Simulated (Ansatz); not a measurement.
All numbers below come from DFT PBE, scalar-relativistic, plane waves, PAW in Ansatz 0.2.0. Each cell gets a short relaxation within its symmetry: 420 eV, a coarse mesh through Γ, smearing of 0.2 eV, at most 16 steps to 0.08 eV/Å and 0.8 GPa. No spin polarisation. Energies are free energies per atom, good to about 0.1 eV/atom between metallic cells, end volumes are rough, and groups of ends are read at 0.1 Å.

Two unrelaxed guesses for Zr4Ag:

A.

```xyz
5
Lattice="4.0537 0.0000 0.0000 -2.0268 3.5106 0.0000 0.0000 0.0000 7.6026" Properties=species:S:1:pos:R:3 pbc="T T T"
Zr    0.0000    2.3404    0.0000
Zr    2.0268    1.1702    0.0000
Zr    0.0000    0.0000    1.3678
Zr    0.0000    0.0000    6.2348
Ag    0.0000    0.0000    3.8013
```

B.

```xyz
5
Lattice="3.4028 -4.0808 0.0000 3.4028 4.0808 0.0000 0.0000 0.0000 3.1007" Properties=species:S:1:pos:R:3 pbc="T T T"
Zr    3.4028   -1.8996    1.5504
Zr    1.9298    0.0000    0.0000
Zr    4.8758    0.0000    0.0000
Zr    3.4028    1.8996    1.5504
Ag    3.4028    0.0000    1.5504
```

Problem. Which is lower as given, and which after relaxing?

Solution. As given, A is lower by 3.29 eV/atom. Relaxed, B is lower by 0.55 eV/atom, so the order turns round. A goes from P6/mmm at 21.6 Å³/atom to P6/mmm at 34.9 Å³/atom and gains 1.38 eV/atom. B goes from Cmmm at 17.2 Å³/atom to Cmmm at 24.6 Å³/atom and gains 5.22 eV/atom. The closest pair in A goes from Zr–Zr at 2.34 Å to Zr–Zr at 2.76 Å. The closest pair in B goes from Zr–Ag at 1.90 Å to Zr–Ag at 2.78 Å. At the end: counting all near atoms (those within 1.25 times the shortest distance at each site; a plus sign parts nearer from farther groups; a slash parts the counts of unlike sites), A has Zr 8/3+6, Ag 2 and B has Zr 1+6/9, Ag 6+2.
